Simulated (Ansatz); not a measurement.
A geometry of CsSnI$_{3}$ away from equilibrium: step 21 of the relaxation of a randomly generated symmetric cell of CsSnI3 (space group No. 161). The numbers are results of r2SCAN (plane waves to 500 eV, PAW, scalar-relativistic; Ansatz, a quantum-chemistry and plane-wave program), not measurements. Γ-centred k-mesh 3×3×3 on the run's cell (coarser than for final values), Fermi–Dirac smearing 0.05 eV.

```xyz
10
Lattice="5.1240 2.9583 4.7673 -5.1240 2.9583 4.7673 0.0000 -5.9167 4.7673" Properties=species:S:1:pos:R:3:forces:R:3 pbc="T T T" free_energy=-68626.551 pressure_GPa=2.1
Cs     0.0000     0.0000     4.6120    0.0000    0.0000   -0.0120
Cs     0.0000     0.0000    11.7629    0.0000    0.0000   -0.0120
I      1.0845    -2.4235     7.1421   -0.0020    0.0052    0.0041
I      1.5565     2.1509     7.1421   -0.0035   -0.0043    0.0041
I     -2.6410     0.2725     7.1421    0.0055   -0.0009    0.0041
I     -2.4830    -2.6858     9.5257   -0.0055   -0.0009    0.0041
I     -1.0845     3.4932     9.5257    0.0020    0.0052    0.0041
I      3.5675    -0.8074     9.5257    0.0035   -0.0043    0.0041
Sn     0.0000     0.0000     1.2047    0.0000    0.0000   -0.0004
Sn     0.0000     0.0000     8.3556    0.0000    0.0000   -0.0004
```

Positions in Å, forces in eV/Å, free energy of the cell in eV (comparable only within this code, potentials and settings). Largest force: 0.01 eV/Å, on Cs1, Cs2 (atoms numbered as listed); the geometry lies 0.22 eV/atom above the end of its relaxation.

No spin polarisation in the result.

The run could not lose the symmetry of its start, so the end can be a saddle point.

The end of the path is a generated cell of CsSnI3: the first start was made by a random draw of sites in a space group, and the end was not matched to a known phase here, so it may be hypothetical. Known forms of CsSnI3 include space group No. 62, 221.
